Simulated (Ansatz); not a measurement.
## Notes on Na3Cu3P2

```yaml
crystal:
  lattice:
    - [2.57234, 4.45543, 0.00000]
    - [-2.57234, 4.45543, 0.00000]
    - [0.00000, -2.97029, 5.97515]
  atoms:
    - { symbol: P, position: [0.74340, 0.74340, 0.23020] }
    - { symbol: P, position: [0.25660, 0.25660, 0.76980] }
    - { symbol: Cu, position: [0.50000, 0.50000, 0.00000] }
    - { symbol: Cu, position: [0.00000, 0.50000, 0.00000] }
    - { symbol: Cu, position: [0.50000, 0.00000, 0.00000] }
    - { symbol: Na, position: [0.50000, 0.50000, 0.50000] }
    - { symbol: Na, position: [0.09250, 0.09250, 0.27750] }
    - { symbol: Na, position: [0.90750, 0.90750, 0.72250] }
```

Single point in Ansatz 0.2.0 with PBE, no spin polarisation. Cutoff 420 eV, PAW datasets, 8×8×8 Γ-centred k mesh, fermi-dirac filling (width 0.1 eV).

**Question.** Metal or insulator? Give the gap.

**Answer.** The gap is 0.56 eV, indirect (the least direct gap found is 0.76 eV).

**Question.** Which atom feels the largest force, and which way?

**Answer.** The largest is on P1 (and as large on other atoms): 6.23 eV/Å, components (0.00, 0.00, 6.23). It makes 133° with the line to a nearest neighbour, Cu3 at 2.02 Å.

**Question.** Which element gives electrons and which takes them?

**Answer.** Bader charges in e: Na +0.80, Cu -0.14, P -1.00. In the mean Na gives up most and P takes most.

**Question.** What is the formation energy?

**Answer.** -0.11 eV an atom against the elements' usual phases (free molecules for gases, crystals otherwise, with no correction for O₂ or N₂), so it is bound against them; other compounds may still compete. Relaxing would lower it.

**Question.** What does the stress say?

**Answer.** The pressure is 16.7 GPa (compression positive), so with the atoms held at these fractions the cell would first expand; the forces are large, so a full relaxation may end otherwise. The principal stresses 14.6, 14.6, 20.8 GPa differ, so its shape would change too.

Origin: a known structure type with other elements, at an estimated volume, so it need not be a known compound. Caveats: atoms or cell far from equilibrium.
